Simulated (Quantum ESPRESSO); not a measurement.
```cif
data_Ga4N4
_chemical_formula_sum 'N4 Ga4'
_space_group_name_H-M_alt 'F-43m'
_space_group_IT_number 216
_space_group_name_Hall 'F -4 2 3'
_cell_length_a 4.49960
_cell_length_b 4.49960
_cell_length_c 4.49960
_cell_angle_alpha 90.000
_cell_angle_beta 90.000
_cell_angle_gamma 90.000
loop_
_atom_site_label
_atom_site_type_symbol
_atom_site_symmetry_multiplicity
_atom_site_Wyckoff_symbol
_atom_site_fract_x
_atom_site_fract_y
_atom_site_fract_z
_atom_site_occupancy
N1 N 4 d 0.75000 0.75000 0.75000 1
Ga1 Ga 4 a 0.00000 0.00000 0.00000 1
```
(The calculation used a cell of 2 atoms; values per cell refer to that cell.)

Cell and atoms were relaxed with PBEsol from Materials Project entry mp-830, within its symmetry.

### Question
What does norm-conserving PBE (stringent potentials; Quantum ESPRESSO, 114 Ry, without SOC) give for the electronic structure near the Fermi level?

### Answer
The PBE gap is direct, 1.79 eV at Γ. Spin-orbit splittings are left out.

This is not the ordinary phase of the substance; no match was found in the copy of COD used, and its stability was not checked.
